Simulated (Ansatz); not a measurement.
**NiTe: computed property card**

NiTe:
```xyz
4
Lattice="3.9706 0.0000 0.0000 -1.9853 3.4387 0.0000 0.0000 0.0000 5.1814" Properties=species:S:1:pos:R:3 pbc="T T T"
Ni     0.0000     0.0000     0.0000
Ni     0.0000     0.0000     2.5907
Te     0.0000     2.2924     1.2953
Te     1.9853     1.1462     3.8860
```

Space group P6_3/mmc (No. 194), NiAs type; conventional cell a = 3.9706 Å, b = 3.9706 Å, c = 5.1814 Å, α = 90.00°, β = 90.00°, γ = 120.00°.

Method: plane-wave PAW PBEsol (Ansatz code). The cell and atoms are relaxed at this level. Other levels are named where they apply.

Cell and energy:

Volume per atom: 17.69 Å³
Density: 8.75 g/cm³
Formation energy from the elements (no fitted shifts): -0.22 eV/atom

Electronic structure:

- Electronic character = metallic (no gap)
- Density of states at the Fermi level = 0.57 states/eV per atom (mean over ±0.08 eV)
- Gap with spin–orbit coupling = none (metallic)

Magnetism:

* **Magnetic order**: non-magnetic (starting moments vanished)

Mechanics:

- Bulk modulus (Birch–Murnaghan fit): 118 GPa
- Pressure derivative B′: 4.9

Charges:

- Bader charges: Ni -0.03, Te +0.03 e

The workflow started from an entry of the Crystallography Open Database (COD). Its standing as an ambient phase is unchecked. The PBEsol relaxation kept the symmetry of its start; whether a distortion lowers the energy is not shown. The workflow began spin-polarised and lost its moments. The references are the lowest solids computed at this level, not always the standard phases. Spin–orbit coupling is left out wherever it is not named.

Potentials: the later of the program's two PAW sets.
